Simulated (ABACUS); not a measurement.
Energy against volume for Ti (Im-3m, 1 atom in the cell; from COD 9012924, lattice scaled a little): the cell is scaled uniformly, and the atoms keep their fractional positions.

```
Ti
1.0
   -1.64543     1.64543     1.64543
    1.64543    -1.64543     1.64543
    1.64543     1.64543    -1.64543
Ti
1
Direct
  0.00000   0.00000   0.00000
```

Level of theory: LDA (PW92), numerical atomic orbitals DZP (confined pseudo-atomic orbitals with Gaussian additions; energy shift 0.003 Ry), PseudoDojo 0.4 standard norm-conserving LDA (tails mended) pseudopotentials in ABACUS.

Held fixed: basis = DZP numerical atomic orbitals, energy shift 0.003 Ry; KPT = Gamma 12 12 12 0 0 0; basis_type = lcao; dft_functional = PWLDA; ecutwfc = 100 Ry; smearing_method = fd; smearing_sigma = 0.00734986 Ry; potentials = PseudoDojo 0.4 standard norm-conserving LDA (tails mended); symmetry = 1; ks_solver = genelpa; scf_nmax = 100; scf_thr = 1.0e-07; mixing_type = pulay.

The atom-centred basis is finite, which shifts total energies and pressures against plane waves.

```
V (Å³/atom)  V/V(base)  ΔF (meV/atom, from the lowest row)  pressure (GPa)
-----------  ---------  ----------------------------------  --------------
16.750           0.940                                 0.0           -5.05
17.107           0.960                                13.6           -7.07
17.463           0.980                                31.3           -8.90
17.641           0.990                                41.7           -9.77
17.820           1.000                                53.0          -10.55
17.998           1.010                                65.2          -11.29
18.176           1.020                                78.2          -12.04
18.532           1.040                               106.5          -13.39
18.889           1.060                               137.7          -14.61
```

The minimum lies outside the scanned range, at smaller volume.

The atomic orbitals were generated for these runs; they are not ABACUS's published sets and were checked against plane waves on a few crystals only.

“Tails mended”: in these copies of the files the far tail of each local potential was reset to the Coulomb form.
